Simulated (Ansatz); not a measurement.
Given:

Fe:
```yaml
crystal:
  lattice:
    - [-1.43318, 1.43318, 1.43318]
    - [1.43318, -1.43318, 1.43318]
    - [1.43318, 1.43318, -1.43318]
  atoms:
    - { symbol: Fe, position: [0.00000, 0.00000, 0.00000], spin: 2.8 }
```

This is the r²SCAN-relaxed structure.

Task: All from DFT-r²SCAN in the program Ansatz with PAW potentials, unless another level is named. Give the Poisson's ratio.

Result: 0.33.

Task: Next, the elastic constants (relaxed ions, GPa)?

Result: C11 = 220, C12 = 150, C44 = 99.4.

Space group Im-3m (bcc (W type)). The cell was relaxed with r²SCAN under the symmetry of its start. Magnetic state: ferromagnetic, chosen from 2 collinear starts compared on coarse meshes (ties went to the first, and starts can fall back to one state), not a proven ground state. Textbook magnetic order: ferromagnetic. Other orbital occupations within this spin state were not tried. As this level gives no gap, shear constants depend on the k-mesh and smearing (Fermi–Dirac, 0.1 eV here).

Potentials: the later of the program's two PAW sets.
